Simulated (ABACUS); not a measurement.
Band structure of Ti3Al (P6_3/mmc, 8 atoms in the cell; from Materials Project mp-1823, lattice scaled a little).

```
CELL_PARAMETERS angstrom
      5.77644     0.00000     0.00000
     -2.88822     5.00254     0.00000
      0.00000     0.00000     4.65370
ATOMIC_POSITIONS crystal
  Ti 0.82990 0.65980 0.25000
  Ti 0.17010 0.34020 0.75000
  Ti 0.17010 0.82990 0.75000
  Ti 0.82990 0.17010 0.25000
  Ti 0.34020 0.17010 0.25000
  Ti 0.65980 0.82990 0.75000
  Al 0.33333 0.66667 0.25000
  Al 0.66667 0.33333 0.75000
```

All values come from this method and carry its errors: ABACUS with PBEsol, numerical atomic orbitals DZP (confined pseudo-atomic orbitals; energy shift 0.01 Ry), PseudoDojo 0.4 standard norm-conserving PBEsol (tails mended) pseudopotentials.

Settings: basis = DZP numerical atomic orbitals, energy shift 0.01 Ry; KPT = Gamma 5 5 5 0.5 0.5 0.5; basis_type = lcao; dft_functional = PBESOL; ecutwfc = 100 Ry; smearing_method = fd; smearing_sigma = 0.00734986 Ry; potentials = PseudoDojo 0.4 standard norm-conserving PBEsol (tails mended); symmetry = 1; symmetry_prec = 1e-05; ks_solver = genelpa; scf_nmax = 100; scf_thr = 1.0e-07; mixing_type = broyden.

The atom-centred basis is finite, which shifts total energies, pressures and forces against plane waves. The structure comes from a collection of computed structures, made at another level of theory; the collection holds predicted forms beside known ones. Its lattice was then scaled. No clean gap shows at this smearing width and mesh (spacing up to 0.27 Å⁻¹); the mesh is coarse for partly filled bands, so the values carry mesh errors.

Points are given in units of this cell's reciprocal vectors. Levels in eV from the Fermi level, bands 36 to 41:
```json
[
 {"point": "Γ (0 0 0)", "36": "-0.94", "37": "-0.94", "38": "-0.52", "39": "-0.29", "40": "-0.05", "41": "0.66"},
 {"point": "M (0.5 0 0)", "36": "-0.77", "37": "-0.58", "38": "-0.38", "39": "-0.37", "40": "0.49", "41": "0.50"},
 {"point": "K (0.333 0.333 0)", "36": "-0.59", "37": "-0.59", "38": "-0.17", "39": "-0.17", "40": "0.31", "41": "0.47"},
 {"point": "A (0 0 0.5)", "36": "-0.69", "37": "-0.56", "38": "-0.56", "39": "-0.07", "40": "-0.07", "41": "0.45"},
 {"point": "L (0.5 0 0.5)", "36": "-0.35", "37": "-0.16", "38": "-0.16", "39": "0.02", "40": "0.02", "41": "0.23"},
 {"point": "H (0.333 0.333 0.5)", "36": "-0.44", "37": "-0.34", "38": "-0.34", "39": "-0.12", "40": "-0.12", "41": "0.56"}
]
```

2 bands cross the Fermi level along this path, so the cell has no gap at this level.

The Fermi level comes from the SCF mesh, which can miss band crossings, so its place against them is uncertain.

Higher empty bands are left out: an atom-centred basis made for the valence describes them poorly.

The atomic orbitals were generated for these runs; they are not ABACUS's published sets and were checked against plane waves on a few crystals only.

“Tails mended”: in these copies of the files the far tail of each local potential was reset to the Coulomb form.
